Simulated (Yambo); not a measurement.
Yambo run on Ba$_{2}$ScNbO$_{6}$ (space group Fm-3m, No. 225). The wavefunctions are norm-conserving LDA (Quantum ESPRESSO, 84 Ry, no spin-orbit coupling) ones on a 2×2×2 mesh (40 occupied bands); a = 5.8607 Å, b = 5.8607 Å, c = 5.8607 Å, α = 60.00°, β = 60.00°, γ = 60.00°.

Yambo input:

```
rim_cut
gw0
dyson
el_el_corr
HF_and_locXC
ppa
em1d
RandQpts= 1000000
RandGvec= 1 Ry
EXXRLvcs= 40 Ry
VXCRLvcs= 336 Ry
Chimod= "HARTREE"
% BndsRnXp
 3 | 219 |
%
NGsBlkXp= 7 Ry
% LongDrXp
 1.0 | 1.0 | 1.0 |
%
PPAPntXp= 27.2114 eV
% GbndRnge
 1 | 219 |
%
GTermKind= "BG"
DysSolver= "n"
ExtendOut
% QPkrange
 1 | 1 | 40 | 41 |
%
```

k points by index: 1 = Γ.

Resulting energies as the program prints them:

```
#    K-point    Band    Eo [eV]    E [eV]    E-Eo [eV]    Vxc [eV]    Vnlxc [eV]    Sc|Eo [eV]    Sc|E [eV]    dSc/dw|Eo [eV]    Re(Z)    Im(Z)
#
    1    40    0.000000    -0.355935    -0.355935    -19.50268    -24.55514    4.589942    4.696525    -8.145168    0.769625    -0.001439
    1    41    2.616349    3.923469    1.307120    -15.77932    -9.724368    -4.452475    -4.747832    -6.148185    0.815698    -0.001121
```
(The two width columns are left out.) Convergence of these settings isn't established.

Geometry of the Materials Project entry, not relaxed at this level.

The structure is a Materials Project entry; no match was found in the copy of COD used, and its stability was not checked.
